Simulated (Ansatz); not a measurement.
Relaxed-ion elastic tensor of ZrRh (CsCl type, space group No. 221) in GPa (Voigt order), LDA in the plane-wave PAW code Ansatz; density 9.57 g/cm³, 16.83 Å³ per atom.

```
 206   185   185   0.0   0.0   0.0
 185   206   185   0.0   0.0   0.0
 185   185   206   0.0   0.0   0.0
 0.0   0.0   0.0  45.9   0.0   0.0
 0.0   0.0   0.0   0.0  45.9   0.0
 0.0   0.0   0.0   0.0   0.0  45.9
```

Question: Is the crystal mechanically stable?

Answer: Yes: the smallest eigenvalue of C is 21.5 GPa.

Question: Work out the Voigt, Reuss and Hill averages.

Answer: K_V = 192, K_R = 192, K_H = 192; G_V = 31.9, G_R = 19.9, G_H = 25.9 GPa.

Question: Give Young's modulus, Poisson's ratio, Pugh's ratio and the universal anisotropy index.

Answer: E = 9KG/(3K + G) = 74.3 GPa; ν = 0.44; K/G = 7.41 (ductile by the Pugh limit of 1.75); A_U = 5G_V/G_R + K_V/K_R − 6 = 3.02.

Question: Estimate the sound speeds and the Debye temperature.

Answer: v_l = √((K + 4G/3)/ρ) = 4860 m/s, v_t = √(G/ρ) = 1640 m/s, mean 1870 m/s; Θ = (h/k)(3n/4πV)^(1/3) v_m = 217 K.

Question: Give the Zener ratio and Young's modulus along [100], [110] and [111].

Answer: A = 2C44/(C11 − C12) = 4.28; 1/E = S11 − 2(S11 − S12 − S44/2)Γ with Γ = 0, 1/4, 1/3 gives 31.6, 72.5, 128 GPa.

Question: Solve the Christoffel equation for the three sound speeds along [100], [110], [111].

Answer: Eigenvalues of C_ijkl n_j n_l equal ρv². In km/s, slowest first: [100] 2.19, 2.19, 4.64; [110] 1.06, 2.19, 5.02; [111] 1.53, 1.53, 5.14.

Space group Pm-3m (CsCl type). The workflow started from an entry of the Crystallography Open Database (COD), which files this formula under 2 space groups. Its standing as an ambient phase is unchecked. The LDA relaxation kept the symmetry of its start; of distortions, only those at the zone centre were tested. The run is not spin-polarised. As this level gives no gap, shear constants depend on the k-mesh and smearing (Fermi–Dirac, 0.1 eV here).

Potentials: the later of the program's two PAW sets.
